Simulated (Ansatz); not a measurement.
NaF:
```xyz
2
Lattice="0.0000 2.3143 2.3143 2.3143 0.0000 2.3143 2.3143 2.3143 0.0000" Properties=species:S:1:pos:R:3 pbc="T T T"
Na     0.0000     0.0000     0.0000
F      2.3143     2.3143     2.3143
```

Relaxed with PBEsol. Special points in fractions of this cell's reciprocal vectors: Γ (0.000, 0.000, 0.000); X (0.500, 0.000, 0.500); U (0.625, 0.250, 0.625); K (0.375, 0.375, 0.750); L (0.500, 0.500, 0.500); W (0.500, 0.250, 0.750).

Q: List the band energies nearest the valence-band maximum at these points for PBEsol (plane waves, PAW; program Ansatz).

A: In eV from the valence-band maximum; about four levels below and three above (degenerate sets whole), none deeper than 8.9 eV; … stands for higher levels left out; points with the same levels are listed once.

| k | below | above |
|---|---|---|
| Γ | 0.00 0.00 0.00 | 6.20 … |
| X | -1.30 -0.41 -0.41 | 13.02 … |
| U | -1.08 -0.85 -0.37 | 12.67 … |
| L | -1.62 -0.26 -0.26 | 10.64 … |
| W | -0.89 -0.89 -0.58 | … |

Space group Fm-3m (rock salt). The PBEsol relaxation kept the symmetry of its start.

Potentials: the earlier of the program's two PAW sets. The files were generated under PBE; for other functionals the program regenerates the frozen cores, and for LDA and PBEsol the local potential too.
